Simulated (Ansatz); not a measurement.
## Ta₄N₅: computed property card

Ta4N5:
```cif
data_N10Ta8
_chemical_formula_sum 'Ta8 N10'
_space_group_name_H-M_alt 'I4/m'
_space_group_IT_number 87
_space_group_name_Hall '-I 4'
_cell_length_a 6.86195
_cell_length_b 6.86195
_cell_length_c 4.26813
_cell_angle_alpha 90.000
_cell_angle_beta 90.000
_cell_angle_gamma 90.000
loop_
_atom_site_label
_atom_site_type_symbol
_atom_site_symmetry_multiplicity
_atom_site_Wyckoff_symbol
_atom_site_fract_x
_atom_site_fract_y
_atom_site_fract_z
_atom_site_occupancy
Ta1 Ta 8 h 0.39456 0.21702 0.00000 1
N1 N 2 b 0.00000 0.00000 0.50000 1
N2 N 8 h 0.09150 0.30878 0.00000 1
```
(The calculation used a cell of 9 atoms; values per cell refer to that cell.)

Space group I4/m (No. 87); conventional cell a = 6.862 Å, b = 6.862 Å, c = 4.268 Å, α = 90.00°, β = 90.00°, γ = 90.00°.

Method: r²SCAN in the plane-wave PAW code Ansatz. Structure relaxed to zero pressure with the same functional. Other levels are named where they apply.

**Cell and energy**

| Quantity | Result |
|---|---|
| Volume per atom | 11.17 Å³ |
| Density | 13.12 g/cm³ |
| Formation energy from the elements (no fitted shifts) | -1.26 eV/atom |

**Electronic structure**

| Property | Value |
|---|---|
| Electronic character | metallic (no gap) |
| Density of states at the Fermi level | 0.16 states/eV per atom (mean over ±0.08 eV) |
| Gap with spin–orbit coupling | none (metallic) |

**Mechanics**

| Property | Value |
|---|---|
| Bulk modulus (Birch–Murnaghan fit) | 308 GPa |
| Pressure derivative B′ | 4.3 |

**Phonons**

| Item | Value |
|---|---|
| Highest zone-centre frequency | 695 cm⁻¹ |
| Zone-centre stability | no imaginary mode at Γ |

**Charges**

| Quantity | Value |
|---|---|
| Bader charges | Ta +2.20, N -1.77 to -1.69 e |

The workflow started from a Materials Project entry (that database holds measured and hypothetical structures alike); the Crystallography Open Database copy checked does not list it. Whether it is the stable phase at ambient conditions was not checked. The r²SCAN relaxation kept the symmetry of its start. The run is not spin-polarised. With an odd number of electrons in the cell and no spin polarisation, the count alone makes it a metal. As this level gives no gap, phonon frequencies hold no LO–TO term and depend on the k-mesh and smearing (Fermi–Dirac, 0.1 eV here). The references are the lowest solids computed at this level, not always the standard phases (solids in place of the gases). Spin–orbit coupling is left out wherever it is not named.

Potentials: the later of the program's two PAW sets.
